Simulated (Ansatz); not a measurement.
Y2C under strong compression

```yaml
crystal:
  lattice:
    - [1.78962, 1.03324, 6.14150]
    - [-1.78962, 1.03324, 6.14150]
    - [0.00000, -2.06648, 6.14150]
  atoms:
    - { symbol: Y, position: [0.26079, 0.26079, 0.26079] }
    - { symbol: Y, position: [0.73921, 0.73921, 0.73921] }
    - { symbol: C, position: [0.00000, 0.00000, 0.00000] }
```

The base volume is that of a database entry, with shape and atoms relaxed on PAW files at held volume, so it needn't be at zero pressure; the structure needn't be the stable phase, at rest or compressed.

Its volume is scaled, and at each volume shape and atoms are relaxed on PAW files; all methods then take that cell.

All numbers are PBEsol results (scalar-relativistic) from Ansatz 0.2.0, with a Γ-centred 12×12×12 k mesh, Fermi–Dirac smearing of 0.05 eV, no spin polarisation. Methods: LAPW: all electrons, basis error target 1 meV/atom; PAW: frozen-core files, cutoff 420 eV; crystal datasets: all electrons, by PAW datasets that the program makes for each cell.

Energies are extrapolated to zero smearing and count from the unscaled cell; pressure is positive in compression; gaps take the mesh and a band path. No temperature or zero-point motion is included.

The PAW files were made under PBE. The structure type is held throughout; the real material can change phase at far lower pressure.

```csv
V/V0,V (Å³/atom),P LAPW (GPa),ΔE LAPW (eV/atom),P PAW − LAPW (GPa),ΔE PAW − LAPW (meV/atom),space group,shortest distance (Å)
1.00,22.71,-1.04,0.000,-0.01,0.0,R-3m,2.461
0.90,20.44,6.32,0.033,-0.01,-0.1,R-3m,2.410
0.65,14.76,38.4,0.810,0.00,-0.1,R-3m,2.299
0.45,10.22,?,3.181,-0.04,-0.4,R-3m,2.065
```

(1) Fill in "P LAPW (GPa)" for the row "0.45".

(2) At the smallest volume, how far do crystal datasets lie from LAPW in pressure?

(3) How do the Löwdin populations by LAPW change from the unscaled cell to the last row?

Results:

(1) 159.4.

(2) crystal datasets: -0.01 GPa, on a LAPW pressure of 159.4 GPa.

(3) Y 4s 1.95 → 1.80, Y 5s 0.65 → 0.37, Y 4p 5.97 → 5.71, Y 4d 1.99 → 3.05, C 2s 1.34 → 1.05, C 2p 3.43 → 3.08 electrons an atom. These are projections on the shells that the free atoms fill; 0.13 e a cell lies outside them at the start and 0.06 e at the end.
